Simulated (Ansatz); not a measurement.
The relaxed structure here is a generated cell of BeNi: the first start was made by placing the elements on the sites of a structure type, and the end was not matched to a known phase here, so it may be hypothetical.

A relaxed cell of BeNi (P6/mmm (No. 191)), relaxed on a k-mesh at least as fine as the one used below. Calculation: PBEsol (plane waves to 420 eV, PAW, scalar-relativistic; Ansatz, a program for electronic structure). Γ-centred k-mesh 8×8×5 on the run's cell (coarser than for final values), Fermi–Dirac smearing 0.05 eV.

```
CELL_PARAMETERS angstrom
      4.67041     0.00000     0.00000
     -2.33521     4.04469     0.00000
      0.00000     0.00000     6.91474
ATOMIC_POSITIONS crystal
  Ni 0.50000 0.00000 0.00000
  Ni 0.50000 0.00000 0.50000
  Ni 0.50000 0.50000 0.00000
  Ni 0.50000 0.50000 0.50000
  Ni 0.00000 0.50000 0.00000
  Ni 0.00000 0.50000 0.50000
  Be 0.00000 0.00000 0.00000
  Be 0.00000 0.00000 0.50000
  Be 0.33333 0.66667 0.25000
  Be 0.33333 0.66667 0.75000
  Be 0.66667 0.33333 0.25000
  Be 0.66667 0.33333 0.75000
```

The atoms are displaced along an unstable phonon of this cell by (Å):

```
atom     ux      uy      uz
----  -----  ------  ------
Ni1   0.000   0.000   0.074
Ni2   0.000   0.000  -0.074
Ni3   0.000   0.000  -0.037
Ni4   0.000   0.000   0.037
Ni5   0.000   0.000  -0.037
Ni6   0.000   0.000   0.037
Be7   0.000   0.000   0.000
Be8   0.000   0.000   0.000
Be9   0.000  -0.150   0.000
Be10  0.000   0.150   0.000
Be11  0.000   0.150   0.000
Be12  0.000  -0.150   0.000
```

### Question
What forces (eV/Å) and pressure result?

### Answer
```csv
atom,Fx,Fy,Fz
Ni1,0.00,0.00,0.20
Ni2,0.00,0.00,-0.20
Ni3,0.00,0.00,-0.12
Ni4,0.00,0.00,0.12
Ni5,0.00,0.00,-0.12
Ni6,0.00,0.00,0.12
Be7,0.00,0.00,0.00
Be8,0.00,0.00,0.00
Be9,0.00,-0.10,0.00
Be10,0.00,-0.07,0.00
Be11,0.00,0.10,0.00
Be12,0.00,0.07,0.00
```

Pressure -0.4 GPa.

The undisplaced cell is probably no minimum: from this displacement the run went on to Cmmm (No. 65), 0.04 eV/atom below it.

No spin polarisation in the result: the starting moments vanished. A magnetic state may lie lower.
